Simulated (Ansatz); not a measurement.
Input and command of a calculation in Ansatz (plane waves; scalar-relativistic PAW potentials unless the input names others):

```yaml
crystal:
  lattice:
    - [7.736479, 0.345375, -0.044103]
    - [0.364857, 7.28489, 0.157897]
    - [-0.054368, 0.163133, 7.442151]
  atoms:
    - { symbol: Ba, position: [0.6023777763, 0.2849315391, 0.5327584125] }
    - { symbol: Ba, position: [0.8338732774, 0.3593292663, 0.0340594669] }
    - { symbol: Ba, position: [0.2769443357, 0.9128151982, 0.3372879083] }
    - { symbol: Ba, position: [0.0440135393, 0.8296925714, 0.8433279056] }
    - { symbol: Ba, position: [0.7885143945, 0.7993625566, 0.3288487963] }
    - { symbol: F, position: [0.3538023015, 0.8499933173, 0.9904395506] }
    - { symbol: F, position: [0.0808535882, 0.6228404225, 0.2453455258] }
    - { symbol: F, position: [0.8200632283, 0.5392139528, 0.593565456] }
    - { symbol: F, position: [0.7503237354, 0.7359277175, 0.9725465343] }
    - { symbol: F, position: [0.5189802638, 0.3729196147, 0.8698974104] }
    - { symbol: F, position: [0.2825495621, 0.6737942598, 0.6067429056] }
    - { symbol: F, position: [0.806457828, 0.1258499986, 0.7982451243] }
    - { symbol: F, position: [0.5498179407, 0.9337856438, 0.5821605977] }
    - { symbol: F, position: [0.008574079, 0.038201329, 0.1294892854] }
    - { symbol: F, position: [0.9989483461, 0.967116774, 0.5180934047] }
    - { symbol: F, position: [0.5857508946, 0.5292665403, 0.264318993] }
    - { symbol: F, position: [0.1071394352, 0.4574973898, 0.8875022773] }
    - { symbol: F, position: [0.6193273825, 0.1110838078, 0.213223491] }
    - { symbol: F, position: [0.2906654386, 0.2632662552, 0.3990192202] }
    - { symbol: Na, position: [0.5193766522, 0.6825788577, 0.7815380373] }
    - { symbol: Na, position: [0.5668173259, 0.0302400944, 0.9272593124] }
    - { symbol: Na, position: [0.3236625525, 0.4440143384, 0.1173368562] }
    - { symbol: Na, position: [0.1142599134, 0.4440347547, 0.5696509214] }
basis:
  ecutwfc: 420
kpoints:
  mp_grid: { grid: [0, 3, 3] }
hamiltonian:
  xc: pbe
scf:
  occupations: { method: gaussian, width: 0.02 }
  max_iter: 80
output:
  forces: true
  eigenvalues: true
  stress: true
```

```bash
ansatz run input.yaml --threads 2 --pin off --max-ram 5120MiB --backend cpu --events-out ev --progress --plain --runs-dir out
```

Problem. What will the program do with this input?

Solution. The program refuses it, because of a mesh with a zero (kpoints.mp_grid.grid: [3, 3, 3] → [0, 3, 3]). With the sound run's settings it is accepted.

Abridged log:
```
Error: invalid value for `kpoints.mp_grid.grid`: each dimension must be in 1..=255
```